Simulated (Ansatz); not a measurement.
V$_{3}$Au: do energies and stresses tell the same story?

Method: DFT PBEsol, scalar-relativistic, plane waves, PAW in Ansatz.

Settings: cutoff 420 eV, Γ-centred mesh 12×12×12 on the computed 4-atom cell, Gaussian smearing of 0.10 eV; no spin polarisation.

Relaxed cell: Pm-3m, a = 3.821 Å, b = 3.821 Å, c = 3.821 Å, α = 90.00°, β = 90.00°, γ = 90.00°, 4 atoms in the primitive cell. Whether it is the stable form of this composition wasn't checked.

Energies at zero smearing and pressures from the stress tensor, at volumes with shape and atoms relaxed:
```csv
V (Å³/atom),E − E(first) (meV/atom),P (GPa)
13.109,0.00,14.68
13.527,-27.50,6.76
13.945,-35.95,0.03
14.364,-28.18,-5.69
14.782,-6.65,-10.55
```

Problem. Check P = −dE/dV between neighbouring volumes, and get the bulk modulus from the pressures alone.

Solution. With 1 eV/Å³ = 160.2 GPa:
```csv
middle V (Å³/atom),−ΔE/ΔV (GPa),mean P (GPa)
13.318,10.533,10.717
13.736,3.233,3.392
14.154,-2.973,-2.833
14.573,-8.245,-8.120
```

The two differ by 0.18 GPa at most. The mean of two end pressures misses the average over a step by about ΔV² P″/12, up to 0.11 GPa here; with that taken off 0.08 GPa remains. The stress is the derivative of the free energy, not of the energy at zero smearing, and with free energies 0.00 GPa remains. Around V = 13.945 Å³/atom, the two neighbours give B = −V ΔP/ΔV = 13.945 × 12.45 / 0.837 = 207.5 GPa, against B0 = 206.5 GPa from the Birch–Murnaghan fit of the energies.

Spin-orbit coupling is left out, which matters for the bands of heavy elements.

A ferromagnetic start lost its moments in a first run, so spin was left out; other magnetic orders weren't tried.

Cost: 6 runs of about 2.1 core-minutes in all, on Arm Neoverse V1 (shared hosts).